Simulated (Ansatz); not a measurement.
The relaxed structure here is a generated cell of Rh: the first start was made by a random draw of sites in a space group, and the end was not matched to a known phase here, so it may be hypothetical. Known forms of Rh include space group No. 225.

A relaxed structure of Rh. All values below come from PBE (plane waves to 420 eV, PAW, scalar-relativistic; Ansatz, a quantum-chemistry and plane-wave program).

```
CELL_PARAMETERS angstrom
     -1.64015     1.64015     1.33955
      1.64015    -1.64015     1.33955
      1.64015     1.64015    -1.33955
ATOMIC_POSITIONS crystal
  Rh 0.00000 0.00000 0.00000
```

Task: Determine the symmetry and give the standard cell with its independent sites.

Result: Space group I4/mmm (No. 139); a = 3.280 Å, b = 3.280 Å, c = 2.679 Å, α = 90.00°, β = 90.00°, γ = 90.00°

```csv
atom,site,symmetry,x,y,z
Rh,2a,4/mmm,0.0000,0.0000,0.0000
```

This is the AFLOW prototype A_tI2_139_a (A_a).

Task: Give the shortest distances between elements (the closest pairs, up to four, under 3.6 Å).

Result: Rh–Rh 2.68 Å.

The volume per atom is 14.41 Å³ and the band gap is zero (metallic).

No spin polarisation in the result.

The run could not lose the symmetry of its start, so the end can be a saddle point.
